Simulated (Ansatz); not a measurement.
**Notes on La₂Tl**

```xyz
6
Lattice="5.4967 0.0000 0.0000 -2.7484 4.7603 0.0000 0.0000 0.0000 6.8482" Properties=species:S:1:pos:R:3 pbc="T T T"
La   -0.0003    3.1737    5.1362
La    2.7481    1.5866    1.7121
Tl   -0.0003    3.1737    1.7121
Tl    2.7481    1.5866    5.1362
La    0.0000    0.0000    0.0000
La    0.0000    0.0000    3.4241
```

Level: r2SCAN, no spin polarisation; 500 eV; 7×7×5 Γ-centred mesh; gaussian occupations (width 0.0755 eV); Ansatz 0.2.0, fixed geometry.

(1) Give the Bader charges.

(2) Is the cell too large or too small?

(3) What happens at the Fermi level?

(4) Is it stable against the elements?

(5) What do density and ELF say about some of the short contacts?

Origin: a known structure type with other elements, at an estimated volume, so it need not be a known compound. Caveats: many states at the Fermi level without spin polarisation, so a magnetic state may lie lower; f levels without a U or exact exchange are poorly placed.

Answers

(1) Bader charges in e: La +0.80 to +0.99, Tl -1.79. In the mean La gives up most and Tl takes most.

(2) The pressure is 4.6 GPa (compression positive), so with the atoms held at these fractions the cell would first expand.

(3) It is a metal, with about 8 states/eV a cell as the mean within 0.25 eV of the Fermi level, mostly La d (77 %).

(4) -0.36 eV an atom against the elements' usual phases (free molecules for gases, crystals otherwise, with no correction for O₂ or N₂), so it is bound against them; other compounds may still compete. Relaxing would lower it.

(5) La–Tl at 3.17 Å: least valence density 0.20 e/Å³ and ELF 0.20 there. La–La at 3.42 Å: least valence density 0.15 e/Å³ and ELF 0.16 there. Both are smooth PAW fields, read partly inside the augmentation spheres.
